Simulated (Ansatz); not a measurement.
ZrC:
```
ZrC
1.0
    0.00000     2.35423     2.35423
    2.35423     0.00000     2.35423
    2.35423     2.35423     0.00000
C Zr
1 1
Direct
  0.00000   0.00000   0.00000
  0.50000   0.50000   0.50000
```

Relaxed with PBE. Special points in fractions of this cell's reciprocal vectors: Γ (0.000, 0.000, 0.000); X (0.500, 0.000, 0.500); U (0.625, 0.250, 0.625); K (0.375, 0.375, 0.750); L (0.500, 0.500, 0.500); W (0.500, 0.250, 0.750).

Task: List the band energies nearest the Fermi level at these points for the program Ansatz at the PBE level (PAW).

Result: In eV from the Fermi level; about four levels below and three above (degenerate sets whole), none deeper than 8.9 eV; points with the same levels are listed once.

```json
[
 {"k": "Γ", "below": "–", "above": "0.94 0.94 0.94"},
 {"k": "X", "below": "-2.06 -1.73", "above": "0.06 0.06 4.43"},
 {"k": "U", "below": "-3.02 -2.27 -1.55", "above": "1.51 4.86 5.37"},
 {"k": "L", "below": "-8.23 -5.26 -2.91 -2.91", "above": "4.48 4.48 5.31"},
 {"k": "W", "below": "-2.62 -2.33 -2.33", "above": "3.28 3.28 5.65"}
]
```

Space group Fm-3m (rock salt). The PBE relaxation kept the symmetry of its start. The run is not spin-polarised. Scalar-relativistic: spin–orbit coupling is off unless named, which matters more the heavier the elements.

Potentials: the later of the program's two PAW sets.
